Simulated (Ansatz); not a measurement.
## Structure optimisation: scandium, dhcp

Theory: DFT, r2SCAN, plane waves (500 eV) with PAW, scalar-relativistic in Ansatz 0.2.0. The PAW files were generated under PBE, with cores re-solved for the functional.

k-point mesh 11×11×3, Fermi-Dirac smearing 0.05 eV, starting moments 1.00 ×4 μB. Cell and atoms relax.

Starting structure:

```
CELL_PARAMETERS angstrom
3.28219 0.00000 0.00000
-1.64109 2.84246 0.00000
0.00000 0.00000 10.71962
ATOMIC_POSITIONS crystal
Sc 0.00000 0.00000 0.00000
Sc 0.00000 0.00000 0.50000
Sc 0.33333 0.66667 0.25000
Sc 0.66667 0.33333 0.75000
```

What cell does the relaxation end in?

P6_3/mmc (spin ignored) with a = 3.290 Å, c = 10.745 Å (c/a = 3.266); 25.19 Å³ per atom against 25.00 at the start (0.7 %).

How much energy does the relaxation gain?

0.2 meV per atom.

Path of the relaxation (the plane waves are chosen anew near the end, which can shift the energy a little):

```json
{"step": "0", "E − E(final) (meV/atom)": "0.24", "V (Å³/atom)": "25.002", "P (GPa)": "0.41", "max force (eV/Å)": "0.000"}
{"step": "1", "E − E(final) (meV/atom)": "0.19", "V (Å³/atom)": "25.260", "P (GPa)": "-0.15", "max force (eV/Å)": "0.000"}
{"step": "2", "E − E(final) (meV/atom)": "0.11", "V (Å³/atom)": "25.189", "P (GPa)": "0.00", "max force (eV/Å)": "0.000"}
{"step": "3", "E − E(final) (meV/atom)": "0.00", "V (Å³/atom)": "25.189", "P (GPa)": "0.00", "max force (eV/Å)": "0.000"}
```

Which magnetic state does it end in?

ferromagnetic, net 0.71 μB per atom; moments 0.54 ×2, 0.43 ×2 μB.
